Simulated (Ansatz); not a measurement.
**How much do the gradients of BaHClO depend on the method?**

Cell: a computed structure from the Materials Project (it need not be an observed phase).

Space group Pnma (No. 62); a = 7.4810, b = 4.4631, c = 9.3815 Å.

| site | Wyckoff | site symmetry | x | y | z |
| --- | --- | --- | --- | --- | --- |
| Ba | 4c | .m. | 0.6909 | 0.2500 | 0.3878 |
| H | 4c | .m. | 0.7810 | 0.7500 | 0.5687 |
| Cl | 4c | .m. | 0.5200 | 0.7500 | 0.1642 |
| O | 4c | .m. | 0.6522 | 0.7500 | 0.5524 |

One atom of each set is listed.

First run. Method: Kohn–Sham DFT in Ansatz, PBE, plane waves and PAW, scalar-relativistic, 420 eV cutoff, Γ-centred 3×5×3 k-points, Fermi–Dirac smearing 0.02 eV.

```tsv
site	V_zz (10²¹ V/m²)	η
Ba	6.70	0.73
H	4.22	0.01
Cl	1.84	0.72
O	13.31	0.07
```

Second run. The same atoms and settings, except that spin–orbit coupling is included (fully relativistic PAW files).

Problem. Given the first result, estimate the second.

Solution. 

```json
{"site": "Ba", "V_zz": "6.73", "η": "0.74", "change of V_zz": "+0.03"}
{"site": "H", "V_zz": "4.22", "η": "0.01", "change of V_zz": "0.00"}
{"site": "Cl", "V_zz": "1.84", "η": "0.72", "change of V_zz": "0.00"}
{"site": "O", "V_zz": "13.31", "η": "0.07", "change of V_zz": "0.00"}
```

No V_zz moves by more than 0.03.
